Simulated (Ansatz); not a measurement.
## CrMo3: energy against total moment

Theory: Ansatz 0.2.0, DFT PBEsol, scalar-relativistic, plane waves, PAW.

```
Mo Cr
1.0
     3.87848    0.00000    0.00000
     0.00000    3.87848    0.00000
     0.00000    0.00000    3.87848
Mo Cr
3 1
Direct
  0.00000 0.50000 0.50000
  0.50000 0.00000 0.50000
  0.50000 0.50000 0.00000
  0.00000 0.00000 0.00000
```

* plane-wave cutoff: 420 eV
* Γ-centred k-mesh: 12×12×12
* occupation rule: Gaussian smearing, 0.1 eV

The total moment of the cell is held at each value, at fixed atoms.

Site moments are spin moments in atom-centred spheres that scale with the neighbour distance.

```csv
held moment (μB/cell),E above lowest (meV/atom),P (GPa),site moments (μB)
0.00,0.0,0.0,none over 0.05
0.50,1.1,0.2,Cr +0.48
1.00,3.0,0.8,Cr +0.92
1.50,6.4,1.6,Cr +1.29
2.00,13.4,2.5,"Mo +0.06 (×3), Cr +1.60"
2.50,24.8,3.5,"Mo +0.11 (×3), Cr +1.87"
3.00,39.6,4.5,"Mo +0.17 (×3), Cr +2.12"
3.50,58.6,5.5,"Mo +0.24 (×3), Cr +2.34"
4.00,84.5,6.7,"Mo +0.31 (×3), Cr +2.53"
```

Cost: 9 runs of about 7.2 core-minutes in all, on Arm Neoverse N1 (shared hosts).